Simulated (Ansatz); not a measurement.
ZrSi2:
```xyz
6
Lattice="1.8450 -7.4319 0.0000 1.8450 7.4319 0.0000 0.0000 0.0000 3.6647" Properties=species:S:1:pos:R:3 pbc="T T T"
Si     1.8450    -6.6630     2.7485
Si     1.8450     6.6630     0.9162
Si     1.8450     3.7192     2.7485
Si     1.8450    -3.7192     0.9162
Zr     1.8450    -1.5734     2.7485
Zr     1.8450     1.5734     0.9162
```

Relaxed with r²SCAN.

Problem. Map the electron localisation function on the plane through (0.948, 0.052, 0.750) spanned by u = [0, 0, 1] and v = [1, -1, 0] in lattice vectors, from plane-wave PAW r²SCAN (Ansatz code).

Solution. x is the fraction of u, y of v (the angle between them is 90°; rows are the nearest grid lines); atoms in the plane: Si at (0.00, 0.00), Si at (0.50, 0.10), Si at (0.00, 0.30), Si at (0.50, 0.80), Zr at (0.00, 0.66), Zr at (0.50, 0.45).
```
|  -*@@%#***#%@@*-  |
|=::*%@%*===*%@%*::=|
|-:=#@@#+-:-+#@@#=:-|
|##%@@%+-. .-+%@@%##|
|@@@%#=:     :=#%@@@|
|==--:.........:--==|
|......:::::::......|
|  ..:=+#####+=:..  |
|:--=*#%@@@@@%#*=--:|
|++*#%@@@@@@@@@%#*++|
|**%%@@@@%%%@@@@%%**|
|%%@@@@%#***#%@@@@%%|
|@@@@%#*+===+*#%@@@@|
|@@%#+=::...::=+#%@@|
|##*+=:.     .:=+*##|
|:::......:......:::|
|   .-=*#####*=-.   |
|  .=#@@@@@@@@@#=.  |
| .-*%@@%#*#%@@%*-. |
|--+#@@#-:-:-#@@#+--|
|++#%@%*:...:*%@%#++|
|+*#%@@%+:.:+%@@%#*+|
|=+#%@@%#+=+#%@@%#+=|
|  -*@@%#***#%@@*-  |
```
Scale: ten equal steps from 0.120 (start of ' ') to 0.775 (end of '@'), in the order ' .:-=+*#%@'; x runs from 0.000 to 1.00, y from 0.000 (bottom) to 1.00 (top).

The density is the valence pseudo-density with augmentation charge, so density and ELF within about 1 Å of a nucleus are not all-electron values.

Space group Cmcm. Symmetry was held in the r²SCAN relaxation; of distortions, only those at the zone centre were tested. The run is not spin-polarised.

Potentials: the later of the program's two PAW sets.
